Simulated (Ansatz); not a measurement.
input.yaml (Ansatz 0.2.0):

```yaml
crystal:
  lattice:
    - [-1.9983089852, 1.9983089852, 3.2774322175]
    - [1.9983089852, -1.9983089852, 3.2774322175]
    - [1.9983089852, 1.9983089852, -3.2774322175]
  atoms:
    - { symbol: La, position: [0.0, 0.0, 0.0] }
    - { symbol: C, position: [0.406, 0.406, 0.0] }
    - { symbol: C, position: [0.594, 0.594, 0.0] }
basis:
  ecutwfc: 420
  ecutrho_ratio: 4
kpoints:
  mp_grid: { grid: [12, 12, 12] }
hamiltonian:
  xc: pbesol
scf:
  occupations: { method: gaussian, width: 0.05 }
output:
  forces: true
  stress: true
  eigenvalues: true
relax:
  f_tol: 0.01
  max_steps: 60
  cell: { stress_tol: 0.04 }
```

Launched as:
```sh
ansatz run input.yaml --threads 4 --pin off --max-ram 8192MiB --backend cpu --events-out ev --progress --plain --runs-dir out
```

The start was a prototype's sites filled with these elements; the Crystallography Open Database holds the compound in this structure.

Q: Predict the main results.

A: Final volume 16.48 Å³/atom, energy lowered by 62.0 meV/atom, pressure 0.0 GPa, gap on the mesh zero (metallic) (PBEsol, scalar-relativistic).

Q: About how long does the run take on 4 threads of AMD EPYC 7R43 64-Core Processor (Zen 3) (shared host), and how much memory does it need?

A: About 17 s, with a peak of 0.47 GiB.

What the program printed, in part:

```
Pseudopotentials: kind: paw
Pseudopotential: La, paw, valence charge 11, recommended cutoff 420 eV (normal), La.paw.azcp
Pseudopotential: C, paw, valence charge 4, recommended cutoff 420 eV (normal), C.paw.azcp
Crystal: 3 atoms, lattice volume = 52.350 Å³
Basis set: ecut = 420 eV, 1023 PW (Γ), exchange–correlation on 60×60×60 points (8 copies of the dense FFT grid, shifted against one another)
Bands: 14, of which v1, the nominal top of the filled ones, is band 10 counted from 1 (9 counted from 0)
Symmetry: 16 space group operations
Space group: I4/mmm (ITA 139), of the structure as read, at distance tolerance 3.7e-5 Å
k-points: 163 of 1728
Initial density: superposition of atomic densities (neutral atoms: chi_scale 0, normalization atom), corrected by the library's trained network
Initial wavefunctions: pseudopotential atomic-orbital guess
Functional: x = pbesol(κ = 0.804, μ = 0.12346), c = pbesol(β = 0.046)
```

SCF trace (energy estimate counted from the last row; the run made several SCF loops, for ionic steps, more bands or searches for a lower state, numbered loop.iteration):
```
iteration  ΔE (eV)  density residual (eV)
      1.1    0.182                1.76e-2
      1.2    0.186                3.44e-3
      1.3    0.186                2.43e-4
      1.4    0.186                1.23e-5
      1.5    0.186                6.12e-7
      1.6    0.186                1.67e-8
      2.1    0.080                2.38e-2
      2.2    0.083                6.80e-3
      2.3    0.084                3.56e-4
      2.4    0.084                2.19e-5
      2.5    0.084                2.73e-7
      2.6    0.084                1.23e-8
      3.1   -0.016                5.08e-2
        …        …                      …
      8.2    0.000                1.97e-9
      8.3    0.000               5.31e-10
      8.4    0.000               9.06e-11
      8.5    0.000               2.73e-12
```

```
SCF converged after 5 iterations
Free energy (F): -6655.033398 eV
E sigma→0 (E₀):  -6655.032600 eV
Entropy (-TS):   -0.001597 eV (-0.532 meV/atom)
Fermi energy:    10.600328 eV
--- Forces (eV/Å), atoms counted from 1 ---
  atom   1  La     0.00000000     0.00000000     0.00000000
  atom   2  C      0.00000000     0.00000000     0.00053608
  atom   3  C      0.00000000     0.00000000    -0.00053608
--- Stress (GPa, compression-positive) ---
       -0.002750       0.000000       0.000000
        0.000000      -0.002750       0.000000
        0.000000       0.000000       0.002626
  P = ⅓ Tr σ = -0.0010 GPa (-0.010 kbar)
--- Relaxed structure (6 steps of the walk, 6 accepted, 2 SCFs on fresh bases) ---
  F+E_penalty+E_count = -6655.03339842 eV   max|allowed force component| = 5.361e-4 eV/Å   (the final SCF, on the basis selected at the relaxed cell)
  cell:  # Å, volume = 49.4353 Å³
    - [-1.94617, 1.94617, 3.26299]
    - [1.94617, -1.94617, 3.26299]
    - [1.94617, 1.94617, -3.26299]
  atoms:
    - { symbol: La, position: [0.00000, 0.00000, 0.00000] }
    - { symbol: C, position: [0.40081, 0.40081, 0.00000] }
    - { symbol: C, position: [0.59919, 0.59919, 0.00000] }
```

These numbers lack spin–orbit coupling. The cell is a metal with an odd number of electrons, and spin polarisation wasn't tried.
